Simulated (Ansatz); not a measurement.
Phonons of GaAs (zinc blende) at Γ, L = (0.5, 0.0, 0.0), X = (0.5, 0.5, 0.0).

GaAs (zinc blende)

```
CELL_PARAMETERS angstrom
      0.00000     2.87279     2.87279
      2.87279     0.00000     2.87279
      2.87279     2.87279     0.00000
ATOMIC_POSITIONS crystal
  As 0.75000 0.75000 0.75000
  Ga 0.00000 0.00000 0.00000
```

Method: PBE (plane waves to 420 eV, PAW, scalar-relativistic; Ansatz, an electronic-structure program). DFPT wavenumbers on a 10×10×10 k mesh, in cm⁻¹; i marks imaginary ones, q is in fractions of the reciprocal vectors of the cell shown, and the three acoustic modes at Γ are left out. The non-analytic (LO-TO) term is not included, so polar modes at Γ have their transverse values. GaAs was relaxed with its symmetry unable to fall.

```
q                             wavenumbers (cm⁻¹)
-------------------  ---------------------------
Γ                                       251 (×3)
L = (0.5, 0.0, 0.0)  60 (×2), 197, 220, 243 (×2)
X = (0.5, 0.5, 0.0)  75 (×2), 207, 223, 234 (×2)
```

The structure shows no imaginary mode at these points (lowest 60 cm⁻¹ at L = (0.5, 0.0, 0.0)); other wave vectors were not tested.

Highest mode: 251 cm⁻¹ at Γ.
